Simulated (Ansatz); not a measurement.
Cl:
```yaml
crystal:
  lattice:
    - [3.26992, -2.06550, 0.00000]
    - [3.26992, 2.06550, 0.00000]
    - [0.00000, 0.00000, 8.27684]
  atoms:
    - { symbol: Cl, position: [0.61913, 0.38087, 0.39406] }
    - { symbol: Cl, position: [0.88087, 0.11913, 0.89406] }
    - { symbol: Cl, position: [0.11913, 0.88087, 0.10594] }
    - { symbol: Cl, position: [0.38087, 0.61913, 0.60594] }
```

Relaxed with r²SCAN. Special points in fractions of this cell's reciprocal vectors: Γ (0.000, 0.000, 0.000); Y (0.500, 0.500, 0.000); F0 (0.350, 0.650, 0.000); Δ0 (-0.350, 0.350, 0.000); Z (0.000, 0.000, 0.500); B0 (-0.350, 0.350, 0.500); G0 (0.350, 0.650, 0.500); T (0.500, 0.500, 0.500); S (0.000, 0.500, 0.000); R (0.000, 0.500, 0.500).

Problem. List the band energies nearest the valence-band maximum at these points for plane-wave PAW r²SCAN (Ansatz code).

Solution. In eV from the valence-band maximum; about four levels below and three above (degenerate sets whole), none deeper than 8.9 eV; points with the same levels are listed once.

| k | below | above |
|---|---|---|
| Γ | -0.86 -0.35 -0.14 0.00 | 2.64 3.56 7.39 |
| Y | -1.35 -1.05 -0.39 -0.20 | 2.73 3.36 8.79 |
| F0 | -1.09 -0.79 -0.38 -0.19 | 3.01 3.32 9.38 |
| Z | -0.72 -0.72 -0.07 -0.07 | 3.05 3.05 7.79 7.79 |
| B0 | -0.62 -0.62 -0.41 -0.41 | 3.08 3.08 10.10 10.10 |
| T | -0.82 -0.82 -0.74 -0.74 | 3.00 3.00 9.41 9.41 |
| S | -0.80 -0.80 -0.27 -0.27 | 3.31 3.31 8.53 8.53 |
| R | -0.59 -0.59 -0.08 -0.08 | 3.06 3.06 8.80 8.80 |

Space group Cmce (molecular I2 type). Symmetry was held in the r²SCAN relaxation. The substance is a gas or liquid at ambient conditions; this is its low-temperature solid. A crystal of weakly bound units computed without a dispersion correction: the cell and the soft elastic constants depend strongly on that.

Potentials: the later of the program's two PAW sets.
